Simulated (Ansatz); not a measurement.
Al:
```xyz
4
Lattice="-4.0941 4.0941 1.3768 4.0941 -4.0941 1.3768 4.0941 4.0941 -1.3768" Properties=species:S:1:pos:R:3 pbc="T T T"
Al     2.8868    -1.2073     1.3768
Al     1.2073     5.3013     0.0000
Al     1.2073     2.8868     1.3768
Al     2.8868     1.2073     0.0000
```

Relaxed with PBE. Special points in fractions of this cell's reciprocal vectors: Γ (0.000, 0.000, 0.000); X (0.000, 0.000, 0.500); M (-0.500, 0.500, 0.500); Z (0.278, 0.278, -0.278); Z0 (-0.278, 0.722, 0.278); P (0.250, 0.250, 0.250); N (0.000, 0.500, 0.000).

Task: List the band energies nearest the Fermi level at these points for DFT-PBE in the program Ansatz with PAW potentials.

Result: In eV from the Fermi level; about four levels below and three above (degenerate sets whole), none deeper than 8.9 eV; points with the same levels are listed once.

```csv
k,below,above
Γ,-5.26 -5.26 -3.88 -0.86,1.14 1.14 3.24
X,-5.03 -4.88 -2.21 -1.35,1.07 1.12 4.90
M,-7.71 -7.71 -3.34 -0.60 -0.60,0.57 1.71 3.00
Z,-4.02 -4.02 -3.96 -0.19,0.31 0.61 0.61
P,-0.21 -0.21 -0.19 -0.19,2.37 2.37 3.15 3.15
N,-2.76 -2.76 -1.53 -1.53,1.50 1.50 1.94 1.94
```

Space group I4/mcm. The start of the workflow was typed in or built on a structure type; neither database checked (COD, Materials Project) lists it. It is not the phase usual at ambient conditions (space group No. 225). The PBE relaxation kept the symmetry of its start; its stability against distortions is not shown here.

Potentials: the later of the program's two PAW sets.
